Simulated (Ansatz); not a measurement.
Input, command and steps of an Ansatz relaxation.

```yaml
crystal:
  lattice:
    - [10.2, 0.0, 0.0]
    - [0.0, 10.5, 0.0]
    - [0.0, 0.0, 10.8]
  atoms:
    - { symbol: Ni, position: [0.416423001, 0.5686414717, 0.575963902], spin: 1.2 }
    - { symbol: Ni, position: [0.58643619, 0.4282059634, 0.5813624848], spin: 1.2 }
    - { symbol: Ni, position: [0.5862422194, 0.5843912599, 0.4273297253], spin: 1.2 }
basis:
  ecutwfc: 420
kpoints:
  mp_grid: { grid: [1, 1, 1] }
hamiltonian:
  xc: pbesol
scf:
  occupations: { method: gaussian, width: 0.05 }
output:
  forces: true
  eigenvalues: true
  populations: true
  write_density: true
  write_potential: true
  elf: true
  volumetric_format: npy
magnetization:
  spin_polarized: true
relax:
  adjacent_minimum: "off"
  f_tol: 0.03
  max_steps: 40
```

```bash
ansatz run input.yaml --threads 4 --pin off --max-ram 11264MiB --backend cpu --events-out ev --progress --plain --runs-dir out
```

The calculation used DFT PBEsol, scalar-relativistic, plane waves, PAW in Ansatz 0.2.0.

Of 4 frames 4 are shown, positions in Å and forces in eV/Å; the SCF threshold varies from step to step.

```xyz
3
Lattice="10.2000 0.0000 0.0000 0.0000 10.5000 0.0000 0.0000 0.0000 10.8000" Properties=species:S:1:pos:R:3:forces:R:3 pbc="T T T" step=1 free_energy_over_end_meV_per_atom=92.44
Ni    4.2475    5.9707    6.2204    1.4380   -0.4890   -0.6970
Ni    5.9816    4.4962    6.2787   -0.6620    1.2720   -0.7440
Ni    5.9797    6.1361    4.6152   -0.7750   -0.7860    1.4390
3
Lattice="10.2000 0.0000 0.0000 0.0000 10.5000 0.0000 0.0000 0.0000 10.8000" Properties=species:S:1:pos:R:3:forces:R:3 pbc="T T T" step=2 free_energy_over_end_meV_per_atom=25.13
Ni    4.2869    5.9640    6.1946    0.8400   -0.2490   -0.4430
Ni    5.9705    4.5263    6.2573   -0.3490    0.7200   -0.4430
Ni    5.9514    6.1127    4.6624   -0.4900   -0.4720    0.8850
3
Lattice="10.2000 0.0000 0.0000 0.0000 10.5000 0.0000 0.0000 0.0000 10.8000" Properties=species:S:1:pos:R:3:forces:R:3 pbc="T T T" step=3 free_energy_over_end_meV_per_atom=0.26
Ni    4.3197    5.9615    6.1700    0.0870   -0.0150   -0.0550
Ni    5.9645    4.5496    6.2386   -0.0250    0.0690   -0.0510
Ni    5.9247    6.0919    4.7057   -0.0600   -0.0560    0.1060
3
Lattice="10.2000 0.0000 0.0000 0.0000 10.5000 0.0000 0.0000 0.0000 10.8000" Properties=species:S:1:pos:R:3:forces:R:3 pbc="T T T" step=4 free_energy_over_end_meV_per_atom=0.00
Ni    4.3224    5.9621    6.1671    0.0020    0.0010   -0.0010
Ni    5.9649    4.5514    6.2365    0.0000    0.0020   -0.0030
Ni    5.9216    6.0895    4.7107   -0.0020   -0.0030    0.0040
```

The run took 20 s on 4 threads of Arm Neoverse V1, with other jobs on the host, peak memory 0.99 GiB.